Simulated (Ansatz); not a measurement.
S vacancy in MoS$_{2}$

All numbers below come from DFT LDA, scalar-relativistic, plane waves, PAW in Ansatz. Run with 420 eV cutoff, 2×2×2 k-mesh, Gaussian smearing of 0.01 eV, collinear spin in charge -1 alone.

Host crystal, relaxed:

```yaml
crystal:
  lattice:
    - [3.12220, 0.00000, 0.00000]
    - [-1.56110, 2.70390, 0.00000]
    - [0.00000, 0.00000, 12.07944]
  atoms:
    - { symbol: Mo, position: [0.66667, 0.33333, 0.25000] }
    - { symbol: Mo, position: [0.33333, 0.66667, 0.75000] }
    - { symbol: S, position: [0.66667, 0.33333, 0.62134] }
    - { symbol: S, position: [0.33333, 0.66667, 0.37866] }
    - { symbol: S, position: [0.66667, 0.33333, 0.87866] }
    - { symbol: S, position: [0.33333, 0.66667, 0.12134] }
```

Supercell of 42 atoms, rows in host cell vectors: 1 -2 0; 2 3 0; 0 0 1. Atoms relax at the host's cell from a start displaced at random by 0.06 Å near the defect, so other minima may exist. The cell is small, so energies carry finite-size errors of tenths of an eV. The host's Kohn–Sham gap is 0.71 eV. Charged cells are corrected for image charges with the computed static dielectric tensor (mean 12.9) and aligned with the host's potential at far atoms (alignment terms reach 0.33 eV; the program doubts the alignment in some charges, where it is up to 0.33 eV). No band-filling term is added, and the Fermi level counts from the host's valence band top.

Defect: S vacancy set at (0.667, 0.333, 0.621) of the host cell. Before relaxation its nearest neighbours are 3 Mo at 2.38 Å.

```tsv
charge	over the neutral state (eV)	moment (μB)	largest move (Å)	atoms near the site
0	0.00	0.00	0.07	3 Mo at 2.36 Å
-1	0.73	0.50	0.07	1 Mo at 2.36 Å, 1 Mo at 2.37 Å, 1 Mo at 2.38 Å
```

Among the charges computed the stable one is 0 at the valence band top and stays so across the gap. In charge -1 the extra carrier would gain by moving to a band edge of the host, so it isn't bound in the gap, though by less than the errors named above. In charge -1 the cell has partly filled bands: a level of the defect may be part filled, the carrier may sit in the host's bands, or levels may cross between the k points, so transitions that involve it are doubtful. Without the alignment that the program doubts, the level (0/-1) would lie at 0.40 eV, inside the gap, so these runs don't decide whether the defect changes charge there. Fractional moments come from partly filled bands of the small cell.

Cost: 3 runs of about 30 core-minutes in all, on Intel Xeon Processor @ 2.70GHz (shared hosts).